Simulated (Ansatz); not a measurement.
## Collinear states of CrW3

The calculation used DFT r2SCAN, scalar-relativistic, plane waves, PAW in Ansatz.

```xyz
4
Lattice="3.9498 0.0000 0.0000 0.0000 3.9498 0.0000 0.0000 0.0000 3.9498" Properties=species:S:1:pos:R:3 pbc="T T T"
W     0.0000    1.9749    1.9749
W     1.9749    0.0000    1.9749
W     1.9749    1.9749    0.0000
Cr    0.0000    0.0000    0.0000
```

- plane-wave cutoff: 500 eV
- Γ-centred k-mesh: 10×10×10
- occupation rule: Gaussian smearing, 0.1 eV
- list of starting moments (μB, in atom order): 0 0 0 4.5
- check for lower electronic states after the SCF: off

All runs keep this geometry, which isn't relaxed for the lowest state (largest force there 0.000 eV/Å, pressure 3.4 GPa) and needn't be a stable compound; relaxing each order can shift differences of a few meV. A propagation vector, in units of the reciprocal vectors, doubles the cell, which takes an equally dense mesh. r2SCAN tends to overstate moments in metals, so a weak moment here may be absent in the real material. Site moments are spin moments in atom-centred spheres that scale with the neighbour distance. The states are those that the runs reached from these starts; a lower one can exist.

Question: Starts tried: no spin; large parallel starting moments; antiferromagnetic, doubled cell, propagation vector (0, 0, 1/2). Which state comes out lowest, and what are the moments?

Answer: The lowest state is antiferromagnetic, reached from the start “antiferromagnetic, doubled cell, propagation vector (0, 0, 1/2)”, with site moments (μB) W +0.11, Cr +2.85, W -0.11, Cr -2.85.

| start | ends | energy above lowest (meV/atom) | site moments (μB) | gap on mesh (eV) | P (GPa) |
| --- | --- | --- | --- | --- | --- |
| no spin | non-magnetic | 106 | none over 0.05 | metal | -4.4 |
| large parallel starting moments | ferromagnetic | 26.0 | Cr +2.76 | metal | 2.6 |
| antiferromagnetic, doubled cell, propagation vector (0, 0, 1/2) | antiferromagnetic | 0.00 | W +0.11, Cr +2.85, W -0.11, Cr -2.85 | metal | 3.4 |

Cost: 3 runs of about 4.2 core-minutes in all, on Arm Neoverse V1 (shared hosts).